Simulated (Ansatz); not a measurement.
IrW:
```xyz
2
Lattice="0.0000 2.5735 2.5735 2.5735 0.0000 2.5735 2.5735 2.5735 0.0000" Properties=species:S:1:pos:R:3 pbc="T T T"
Ir     0.0000     0.0000     0.0000
W      2.5735     2.5735     2.5735
```

Relaxed with PBEsol. Special points in fractions of this cell's reciprocal vectors: Γ (0.000, 0.000, 0.000); X (0.500, 0.000, 0.500); U (0.625, 0.250, 0.625); K (0.375, 0.375, 0.750); L (0.500, 0.500, 0.500); W (0.500, 0.250, 0.750).

### Question
List the band energies nearest the Fermi level at these points for DFT-PBEsol in the program Ansatz with PAW potentials.

### Answer
In eV from the Fermi level; about four levels below and three above (degenerate sets whole), none deeper than 8.9 eV; points with the same levels are listed once.

```tsv
k	below	above
Γ	-6.06 -6.06 -5.44 -5.44 -5.44	2.56 2.56 2.56
X	-4.64 -1.92 -1.92 -1.44	0.83 0.83 2.76
U	-4.38 -3.85 -2.40 -0.28	0.75 0.80 0.88
L	-2.29 -2.29 -2.05 -2.05 -0.97	0.19 0.19 1.32
W	-5.18 -3.02 -1.89 -1.63	0.78 0.80 0.80
```

Space group Fm-3m (rock salt). The start of the workflow was typed in or built on a structure type; neither database checked (COD, Materials Project) lists it. COD files the formula under space group No. 51. Its standing as an ambient phase is unchecked. The cell was relaxed with PBEsol under the symmetry of its start. At this level the phase is mechanically unstable. No spin polarisation was allowed. Its formation energy is positive at this level, so the cell may be metastable or incomplete. Spin–orbit coupling is left out wherever it is not named.

Potentials: the later of the program's two PAW sets.
